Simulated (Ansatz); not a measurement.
An Ansatz (a program for electronic structure) run. Input:

Ansatz 0.2 input:
```yaml
crystal:
  lattice:
    - [-2.691130602, 2.691130602, 5.9496792901]
    - [2.691130602, -2.691130602, 5.9496792901]
    - [2.691130602, 2.691130602, -5.9496792901]
  atoms:
    - { symbol: Sr, position: [0.0, 0.0, 0.0] }
    - { symbol: Sr, position: [0.75, 0.25, 0.5] }
    - { symbol: Mo, position: [0.5, 0.5, 0.0] }
    - { symbol: Mo, position: [0.25, 0.75, 0.5] }
    - { symbol: O, position: [0.0280508673, 0.4306904935, 0.1232269033] }
    - { symbol: O, position: [0.1806904935, 0.5574635901, 0.9026396262] }
    - { symbol: O, position: [0.3074635901, 0.9048239639, 0.8767730967] }
    - { symbol: O, position: [0.6548239639, 0.2780508673, 0.0973603738] }
    - { symbol: O, position: [0.7219491327, 0.8193095065, 0.3767730967] }
    - { symbol: O, position: [0.5693095065, 0.6925364099, 0.5973603738] }
    - { symbol: O, position: [0.4425364099, 0.3451760361, 0.6232269033] }
    - { symbol: O, position: [0.0951760361, 0.9719491327, 0.4026396262] }
kpoints:
  mp_grid: { grid: [4, 4, 4] }
hamiltonian:
  xc: hse06
  pseudopotentials: { kind: paw }
scf:
  n_extra_bands: 12
  occupations: { method: fixed }
output:
  eigenvalues: true
  eigenstates:
    e_range: [-9.0, 13.6]
    kpoints:
      - [0.0, 0.0, 0.0]  # VBM
      - [0.0, 0.0, 0.0]  # CBM
      - [0.0, 0.0, 0.0]  # GAMMA
      - [0.5, 0.5, -0.5]  # M
      - [0.0, 0.0, 0.5]  # X
      - [0.25, 0.25, 0.25]  # P
      - [0.0, 0.5, 0.0]  # N
      - [-0.3011472686, 0.3011472686, 0.3011472686]  # S_0
      - [0.3011472686, 0.6988527314, -0.3011472686]  # S
      - [-0.1022945371, 0.1022945371, 0.5]  # R
      - [0.5, 0.5, -0.1022945371]  # G
```

Output (shortened):

```
Pseudopotential: Sr, paw, valence charge 10
Pseudopotential: Mo, paw, valence charge 14
Pseudopotential: O, paw, valence charge 6
Functional definition: HSE06
davidson cushion auto → on  (no smearing: the cushion is to keep the highest requested band from converging to the state above it …
Crystal: 12 atoms, lattice volume = 172.355 Å³
Basis set: ecut = 420 eV, 3339 PW (Γ)
Bands: 60, of which v1, the nominal top of the filled ones, is band 48 counted from 1 (47 counted from 0)
Symmetry: 8 space group operations
Space group: I41/a (ITA 88), of the structure as read, at distance tolerance 5.6e-5 Å
k-points: 14 of 64
SCF iter   1: F=—  HF=-21551.070736 eV  |F-HF|=—  |Δ(HF+E_count)|=         —  Δρ=1.58e-3  dr2=3.18e-3  ethr=1.77e-3  ⟨swp⟩=9.2  Hψ=4228  notcnv=0
preconditioner: auto → none
SCF iter   2: F=—  HF=-21551.076046 eV  |F-HF|=—  |Δ(HF+E_count)|=   5.31e-3  Δρ=2.00e-3  dr2=8.70e-3  ethr=3.31e-6  ⟨swp⟩=4.4  Hψ=3084  notcnv=0  defer=1
iter 3 solved again at ethr=1.54e-7 eV; its pass at ethr=3.31e-6 eV (dr2=1.48e-4 eV) is discarded
SCF iter   3: F=-21551.075127 eV  HF=-21551.074791 eV  |F-HF|=3.36e-4  |Δ(HF+E_count)|=   1.25e-3  Δρ=4.41e-4  dr2=1.48e-4  ethr=1.54e-7  ⟨swp⟩=3.0  Hψ=4133  notcnv=0
SCF 1 stopped early in 3 iterations: F = -21551.075127 eV  dr2 = 1.48e-4
Crystal: 12 atoms, lattice volume = 172.355 Å³
Exchange kernel: α = 0.2500, screened, ω = 0.2079 Å⁻¹, Wigner–Seitz truncation, v(0) = 1046.4676 eV·Å³, q-mesh 4×4×4, nearest image of the exchange supercell L …
Frozen-core exchange: fock
SCF iter   1: F=—  HF=-21557.809320 eV  |F-HF|=—  |Δ(HF+E_count)|=         —  Δρ=1.80e-2  dr2=1.04e0  ethr=1.54e-6  ⟨swp⟩=7.6  Hψ=4549  notcnv=0
preconditioner: auto → none
SCF iter   2: F=—  HF=-21557.876086 eV  |F-HF|=—  |Δ(HF+E_count)|=   6.68e-2  Δρ=2.42e-2  dr2=1.50e0  ethr=1.54e-6  ⟨swp⟩=6.8  Hψ=4405  notcnv=0
SCF iter   3: F=—  HF=-21557.595085 eV  |F-HF|=—  |Δ(HF+E_count)|=   2.81e-1  Δρ=5.18e-3  dr2=3.11e-2  ethr=1.54e-6  ⟨swp⟩=5.9  Hψ=3840  notcnv=0
SCF iter   4: F=—  HF=-21557.629163 eV  |F-HF|=—  |Δ(HF+E_count)|=   3.41e-2  Δρ=1.38e-3  dr2=1.74e-3  ethr=1.54e-6  ⟨swp⟩=4.0  Hψ=2778  notcnv=0
SCF iter   5: F=—  HF=-21557.628750 eV  |F-HF|=—  |Δ(HF+E_count)|=   4.13e-4  Δρ=3.79e-4  dr2=5.68e-4  ethr=1.35e-6  ⟨swp⟩=3.0  Hψ=2016  notcnv=0
SCF iter   6: F=—  HF=-21557.630843 eV  |F-HF|=—  |Δ(HF+E_count)|=   2.09e-3  Δρ=7.56e-4  dr2=1.31e-3  ethr=1.24e-7  ⟨swp⟩=4.1  Hψ=2815  notcnv=0
SCF iter   7: F=-21557.630558 eV  HF=-21557.630579 eV  |F-HF|=2.06e-5  |Δ(HF+E_count)|=   2.65e-4  Δρ=8.25e-5  dr2=3.49e-5  ethr=1.24e-7  ⟨swp⟩=4.0  Hψ=2536  notcnv=0
SCF 2 stopped early in 7 iterations: F = -21557.630558 eV  dr2 = 3.49e-5
hybrid outer 1: dexx = +4.882e-2 eV, tail = 1.60e-4 eV
Crystal: 12 atoms, lattice volume = 172.355 Å³
Exchange kernel: α = 0.2500, screened, ω = 0.2079 Å⁻¹, Wigner–Seitz truncation, v(0) = 1046.4676 eV·Å³, q-mesh 4×4×4, nearest image of the exchange supercell L …
Frozen-core exchange: fock
SCF iter   1: F=—  HF=-21557.630178 eV  |F-HF|=—  |Δ(HF+E_count)|=         —  Δρ=1.31e-4  dr2=4.78e-5  ethr=8.32e-7  ⟨swp⟩=3.1  Hψ=1950  notcnv=0
preconditioner: auto → none
iter 2 solved again at ethr=6.71e-10 eV; its pass at ethr=4.28e-8 eV (dr2=6.44e-7 eV) is discarded
SCF iter   2: F=—  HF=-21557.630170 eV  |F-HF|=—  |Δ(HF+E_count)|=   8.21e-6  Δρ=3.15e-5  dr2=9.10e-7  ethr=6.71e-10  ⟨swp⟩=3.8  Hψ=4371  notcnv=0
SCF iter   3: F=—  HF=-21557.630171 eV  |F-HF|=—  |Δ(HF+E_count)|=   1.18e-6  Δρ=1.25e-5  dr2=3.66e-7  ethr=6.14e-10  ⟨swp⟩=4.7  Hψ=2523  notcnv=0  defer=11
SCF iter   4: F=-21557.630171 eV  HF=-21557.630171 eV  |F-HF|=2.19e-9  |Δ(HF+E_count)|=   5.75e-8  Δρ=2.16e-6  dr2=1.01e-8  ethr=2.99e-10  ⟨swp⟩=3.0  Hψ=1994  notcnv=0
SCF 3 converged in 4 iterations: F = -21557.630171 eV  dr2 = 1.01e-8
hybrid outer 2: dexx = +1.831e-6 eV, tail = 6.38e-8 eV, Δε = 5.55e-3 eV (about 1.42e-4 eV left of the loop's levels)
NSCF: frozen V_eff on 11 k-points
hybrid SCF converged: 2 outer / 11 inner (+3 warm-up), last move |dexx| = 1.83e-6 eV, tail = 6.38e-8 eV
Stability not checked (fock_operator)
Free energy (F): -21557.630171 eV
Frozen-core exchange: fock
Harris-Foulkes:  -21557.630171 eV  (|F-HF|=2.19e-9)
Internal energy: -21557.630171 eV  (E = F + TS)
E sigma→0 (E₀):  -21557.630171 eV
Fermi energy:    5.439173 eV
--- Per-component energies (eV) ---
  E_band       = -874.888485
  E_kinetic    = 2774.406826
  E_local      = -7081.446223  (includes V_loc(G=0)·N_el)
  E_nonlocal   = 1054.451110
  E_hartree    = 2374.038256
  E_xc         = -1043.513338
  E_vxc        = -1219.582863  (∫ρ·V_xc dr)
  E_exx        = -284.258040  (= α·E_x^exact, valence–valence)
  E_paw        = -13035.107659  (= ΣΔE_a)
  E_vpaw       = -582.298016  (= ΣTr[D̂ρ^β])
  E_aug_tail   = 0.019638  (compensation charges beyond the density's cutoff)
  E_ewald      = -6314.384945
  E_core_change = -1.835799  (= ΣΔE_core)
  E_smearing   =  0.000000  (= −TS)
  E_closure    = 0.000000  (closes the sum)
  Σ components = -21557.630171   (vs F -21557.630171, Δ=0.00e0)
  [band-id]    e_kinetic+e_local+e_nonlocal+2·e_hartree+e_vxc+2·e_exx+e_vpaw+e_augmentation_tail = -874.889093   (vs E_band -874.888485, Δ=-6.08e-4)
--- Band table (eV; the first three rows and the last of 14) ---
  k-point 0: bands = ["-58.8754", "-58.8740", "-31.7823", "-31.7823", "-31.7769", "-31.7769", "-31.7457", "-31.7201", "-27.9379", "-27.9004", "-12.8249", "-12.4818", "-12.1650", "-12.1650", "-12.0868", "-12.0512", "-11.9792", "-11.9792", "-8.6585", "-8.6585", …
  k-point 1: bands = ["-58.8752", "-58.8742", "-31.7823", "-31.7817", "-31.7789", "-31.7781", "-31.7409", "-31.7231", "-27.9314", "-27.9055", "-12.8136", "-12.4099", "-12.2751", "-12.1485", "-12.1470", "-12.0486", "-12.0465", "-11.8631", "-8.6921", "-8.6337", …
  k-point 2: bands = ["-58.8747", "-58.8747", "-31.7815", "-31.7815", "-31.7800", "-31.7800", "-31.7313", "-31.7313", "-27.9183", "-27.9183", "-12.5081", "-12.5081", "-12.2741", "-12.2741", "-12.0836", "-12.0836", "-12.0320", "-12.0320", "-8.6745", "-8.6745", …
  k-point 13: bands = ["-58.8747", "-58.8747", "-31.7867", "-31.7867", "-31.7725", "-31.7725", "-31.7331", "-31.7331", "-27.9189", "-27.9189", "-12.7332", "-12.7332", "-12.2452", "-12.2452", "-11.9785", "-11.9785", "-11.8798", "-11.8798", "-8.7694", …
```

Cost: about 12 core-minutes (a rough figure) on shared cores.

The points marked VBM and CBM come from a semilocal run.

Space group I4_1/a. The first step of the workflow began from a Materials Project structure, measured or hypothetical; the Crystallography Open Database files this formula in space group No. 88, but the cells were not matched. Its standing as an ambient phase is unchecked. The PBEsol relaxation kept the symmetry of its start; its stability against distortions is not shown here. The run is not spin-polarised. No Hubbard U is applied. Spin–orbit coupling is left out wherever it is not named.

Potentials: the later of the program's two PAW sets.

Ansatz is a plane-wave DFT program.
